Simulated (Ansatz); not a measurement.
Level of theory: DFT PBE, scalar-relativistic, plane waves, PAW (Ansatz 0.2.0). Cutoff 420 eV, Γ-centred 10×10×4 mesh (6-atom cell), Gaussian smearing of 0.10 eV, no spin polarisation.

Formation energies are uncorrected and count from the elements' standard states at the same level.

**Question.** Propose a candidate for a tetragonal metal that holds Zn and 3 more elements, with a formation energy near −0.41 eV/atom and about 28 Å³ per atom, in a cell of 6 atoms.

**Answer.** BeZn₂TeS₂, space group P-4m2 (No. 115). Be has 4 S at 2.30 Å and 4 Zn at 2.70 Å; Zn on its first site is surrounded by 4 S at 2.30 Å and 4 Be at 2.70 Å; around Te lie 4 Zn at 2.70 Å; around S lie 2 Be at 2.30 Å and 2 Zn at 2.30 Å; 1 more site not described.

```
Be Zn Te S
1.0
     3.81672    0.00000    0.00000
     0.00000    3.81672    0.00000
     0.00000    0.00000   11.69675
Be Zn Te S
1 2 1 2
Direct
  0.00000 0.00000 0.00000
  0.50000 0.50000 0.00000
  0.00000 0.00000 0.50000
  0.50000 0.50000 0.50000
  0.50000 0.00000 0.89058
  0.00000 0.50000 0.10942
```

- Volume per atom: 28.4 Å³
- Density: 3.2 g/cm³
- Energy over the elements: −0.41 eV/atom
- Gap on the 10×10×4 mesh of the 6-atom cell: 0 eV (a metal)

The structure comes from a generated guess, relaxed at this level; another structure or a mixture of phases may lie lower. The answer needn't be unique; the calculation gave this one.

Weakly bound directions are ill-defined at this level, which has no dispersion term. Spin–orbit coupling, which can matter for Te, is left out. The reference forms of S and Te are held partly by dispersion forces, which this level lacks. Symmetry constrained the relaxation, so the result can be a saddle point.
